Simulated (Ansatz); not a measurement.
# Straining TiO₂

Computed with DFT r2SCAN, scalar-relativistic, plane waves, PAW in Ansatz. (500 eV cutoff, 8×8×8 k-mesh, Gaussian smearing of 0.02 eV, no spin polarisation)

Starting point, cell and atoms relaxed:

```xyz
12
Lattice="-4.3489 4.3489 1.8809 4.3489 -4.3489 1.8809 4.3489 4.3489 -1.8809" Properties=species:S:1:pos:R:3 pbc="T T T"
Ti    0.0113    2.5323    0.0000
Ti    6.1655    0.0113    0.0000
Ti   -1.8166    4.3376    1.8809
Ti    4.3376    1.8166    1.8809
O     1.3150    4.3444    0.0000
O     2.9591   -2.9526    1.8809
O     4.3534    1.3150    0.0000
O     1.3963    1.3898    0.0000
O     2.9526    2.9591    1.8809
O    -0.0045    3.0339    1.8809
O     1.3898    7.3015    0.0000
O     3.0339    0.0045    1.8809
```

Deformation: all cell vectors scaled alike, the atoms relaxed, all within the symmetry that the strain leaves. Energies are extrapolated to zero smearing. Gaps are generalised Kohn–Sham gaps over the whole zone.

```tsv
strain (%)	ΔE (meV/atom)	a (Å)	b (Å)	c (Å)	gap (eV)
-4.0	117.6	6.174	6.174	6.174	2.98
-2.0	28.7	6.303	6.303	6.303	2.21
+0.0	0.0	6.431	6.431	6.431	2.09
+2.0	24.4	6.560	6.560	6.560	2.30
+4.0	88.7	6.689	6.689	6.689	2.56
```

(1) What stiffness (1/V) d²E/dε² at zero strain does a cubic fit over all points give?

(2) How fast does the gap move with strain on either side?

Answers

(1) A cubic fit gives (1/V) d²E/dε² = 1735 GPa at zero strain (nine times the bulk modulus at fixed shape).

(2) -59 meV per percent on the compressed side and 107 meV per percent on the stretched side; it is indirect at -2.0 %, indirect at zero and indirect at +2.0 %.

This form isn't the usual stable structure of the compound.

Cost: 5 runs of about 32 core-minutes in all, on Intel Xeon 6975P-C (Granite Rapids) (shared hosts).